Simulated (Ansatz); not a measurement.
## YCl: levels along high-symmetry lines

```yaml
crystal:
  lattice:
    - [1.87615, 1.08320, 9.17500]
    - [-1.87615, 1.08320, 9.17500]
    - [0.00000, -2.16639, 9.17500]
  atoms:
    - { symbol: Y, position: [0.21683, 0.21683, 0.21683] }
    - { symbol: Y, position: [0.78317, 0.78317, 0.78317] }
    - { symbol: Cl, position: [0.38830, 0.38830, 0.38830] }
    - { symbol: Cl, position: [0.61170, 0.61170, 0.61170] }
```

Atom numbers follow the list: Y1, Y2, Cl3, Cl4.

The cell is COD entry 4344519, as deposited and not checked against the literature; nothing was relaxed.

Computed with Ansatz 0.2.0, DFT, PBEsol, all-electron LAPW, scalar-relativistic.

The runs use a Γ-centred 8×8×8 k mesh, Fermi–Dirac smearing of 0.02 eV, basis error target 1 meV/atom, no spin polarisation.

Points in fractions of the reciprocal vectors of this cell: Γ (0, 0, 0), T (0.5, 0.5, 0.5), H2 (0.824, 0.176, 0.5), H0 (0.5, -0.176, 0.176), L (0.5, 0, 0), S0 (0.338, -0.338, 0), S2 (0.662, 0, 0.338), F (0.5, 0, 0.5). The path runs Γ–T–H2–H0–L–Γ–S0–S2–F. Energies are in eV from the Fermi level; (×n) counts levels within 4 meV of each other, which need not be degenerate by symmetry.

(1) Is there a gap?

(2) List the levels between -14 and 2.5 eV at the symmetry points.

Results:

(1) None at this level of theory (metallic, semimetallic, or a small gap that the functional closes).

(2) 
Γ: -5.91, -4.89, -4.25 (×2), -4.14 (×2), -2.04, 0.07, 1.74 (×2), 2.01, 2.30 (×2)
T: -5.73, -5.19, -4.23 (×2), -4.17 (×2), -1.65, -0.24, 1.71 (×2), 1.90, 2.35 (×2)
H2: -5.55, -5.30, -5.26, -5.25, -4.62, -4.62, -0.38, -0.02, 0.00, 2.38
H0: -5.55, -5.30, -5.26, -5.25, -4.62, -4.62, -0.38, -0.02, 0.00, 2.38
L: -5.89, -5.73, -4.94, -4.61, -4.56, -4.41, -0.50, -0.25, -0.02, 1.09, 2.49
S0: -5.55, -5.28, -5.27 (×2), -4.62, -4.61, -0.38, -0.01, 0.00, 2.40
S2: -5.55, -5.28, -5.27 (×2), -4.62, -4.61, -0.38, -0.01, 0.00, 2.40
F: -5.88, -5.72, -4.95, -4.62, -4.59, -4.38, -0.63, -0.14, -0.07, 1.21, 2.45
